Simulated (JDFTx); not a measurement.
Ca(111) slab cut from bulk Ca (space group Fm-3m, indices of the conventional cell, lattice of the Materials Project entry mp-45, not re-optimised): 3 atoms in 3 planes, a 1x1 cell of 13.47 Å² (|a| = 3.943, |b| = 3.943 Å), 6.4 Å between the outermost planes, cell height 22.4 Å, 6×6×1 k mesh, Fermi smearing 0.01 Ha, no spin polarisation.

Level of theory: PBE, GBRV ultrasoft potentials, plane waves to 20/100 Ha; code: JDFTx (a modified build). Vacuum. The outer atoms relax from bulk positions, keeping the cell's symmetry; the lattice is not PBE's own optimum in this code, and that strain can shift the moves by a few hundredths of an ångström. Input:

```
lattice \
  7.4519596815 3.7259798407 0.0000000000 \
  0.0000000000 6.4535863972 0.0000000000 \
  0.0000000000 0.0000000000 42.3298651916
coords-type Lattice
ion Ca 0.6666666670 0.6666666670 -0.1437401130 1
ion Ca 0.3333333330 0.3333333330 0.0000000000 0
ion Ca 0.0000000000 0.0000000000 0.1437401130 1
ion-species pseudo/ca_pbe_v1.upf
elec-cutoff 20 100
elec-ex-corr gga-PBE
coulomb-interaction Slab 001
coulomb-truncation-embed 0 0 0
kpoint-folding 6 6 1
elec-smearing Fermi 0.01
lcao-params 10
elec-n-bands 24
electronic-scf nIterations 100 energyDiffThreshold 1e-07
ionic-minimize nIterations 10 energyDiffThreshold 1e-5 knormThreshold 4e-4
dump-name vac.$VAR
dump End State Ecomponents EigStats BandEigs Forces ElecDensity IonicPositions Fillings Kpoints Dtot
```

Task: How far do the free atoms of the upper face move along the normal, and how much energy is released?

Result: Ca (atom 3) -0.08 Å (positive: outward). The free energy falls by 0.007 eV per cell, 4 mJ/m².
